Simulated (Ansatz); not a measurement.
**Ta4NiO11 and the effect of the functional**

```
Ta Ni O
1.0
     1.95495  -14.82973    0.00000
     1.95495   14.82973    0.00000
     0.00000    0.00000    3.88590
Ta Ni O
4 1 11
Direct
  0.20437 0.79563 0.00000
  0.92451 0.07549 0.00000
  0.07549 0.92451 0.00000
  0.79563 0.20437 0.00000
  0.50000 0.50000 0.00000
  0.13987 0.86013 0.00000
  0.72107 0.27893 0.00000
  0.43645 0.56355 0.00000
  0.56355 0.43645 0.00000
  0.00000 0.00000 0.00000
  0.86013 0.13987 0.00000
  0.27893 0.72107 0.00000
  0.92790 0.07210 0.50000
  0.07210 0.92790 0.50000
  0.79436 0.20564 0.50000
  0.20564 0.79436 0.50000
```

The cell comes from a database or a generator and needn't be the stable form of this composition.

Kept alike: task band structure; k mesh 7 × 7 × 7; occupations fermi-dirac, width 0.05 eV; collinear spin, ferromagnetic start. Program: Ansatz, Ansatz PAW. Cutoffs run from 420 to 500 eV. The mesh is that of the run's cell of 16 atoms. No spin-orbit coupling.

| functional | pressure (GPa) | largest site moment (μB) |
| --- | --- | --- |
| LDA | -9.75 | 0.64 |
| PBE | 0.10 | 0.68 |
| PBEsol | -5.13 | 0.67 |
| r2SCAN | -4.81 | 0.76 |

Pressure is positive in compression, with a Pulay correction for the finite cutoff. For a metal such a mesh leaves the last digits unconverged. The runs hold the magnetic state that their start led to, which needn't be the lowest. Site moments count inside each atom's sphere or projector. All rows use potentials made for PBE.

Question: What does the functional change here?

Answer: The pressure runs from -9.75 (LDA) to 0.10 GPa (PBE). From PBE: LDA -9.85; PBEsol -5.23; r2SCAN -4.91. The largest site moment runs from 0.64 (LDA) to 0.76 μB (r2SCAN). From PBE: LDA -0.04; PBEsol -0.01; r2SCAN +0.08.
